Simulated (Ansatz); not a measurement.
NaCrS₂O₈ in space group C2/m (No. 12; Pearson symbol mS24) under volume change, r²SCAN (plane waves, PAW; program Ansatz), shape and atoms relaxed at each volume.

```json
[
 {"V (Å³/atom)": "10.940", "E − E(relaxed) (meV/atom)": "[?]", "P (GPa)": "[?]"},
 {"V (Å³/atom)": "11.301", "E − E(relaxed) (meV/atom)": "6.0", "P (GPa)": "2.90"},
 {"V (Å³/atom)": "11.662", "E − E(relaxed) (meV/atom)": "[?]", "P (GPa)": "[?]"},
 {"V (Å³/atom)": "12.022", "E − E(relaxed) (meV/atom)": "0.0", "P (GPa)": "0.00"},
 {"V (Å³/atom)": "12.383", "E − E(relaxed) (meV/atom)": "1.1", "P (GPa)": "-0.93"},
 {"V (Å³/atom)": "12.744", "E − E(relaxed) (meV/atom)": "4.0", "P (GPa)": "-1.60"}
]
```

### Question
Fill in the missing entries.

### Answer

- 11.662, E − E(relaxed) (meV/atom): 1.4
- 11.662, P (GPa): 1.24
- 10.940, E − E(relaxed) (meV/atom): 14.8
- 10.940, P (GPa): 4.98

### Question
What does a third-order Birch–Murnaghan fit give for V₀, B₀ and B′?

### Answer
V₀ = 12.02 Å³/atom, B₀ = 35.7 GPa, B′ = 8.6.

The first step of the workflow began from a Materials Project structure, measured or hypothetical; the Crystallography Open Database copy checked does not list it. Its standing as an ambient phase is unchecked. Symmetry was held in the r²SCAN relaxation; whether a distortion lowers the energy is not shown. The final state is ferromagnetic, the only order run, not a proven ground state. The cell computed holds one magnetic atom, so no antiferromagnetic order was within reach. Other orbital occupations within this spin state were not tried. No Hubbard U is applied.

Potentials: the later of the program's two PAW sets.
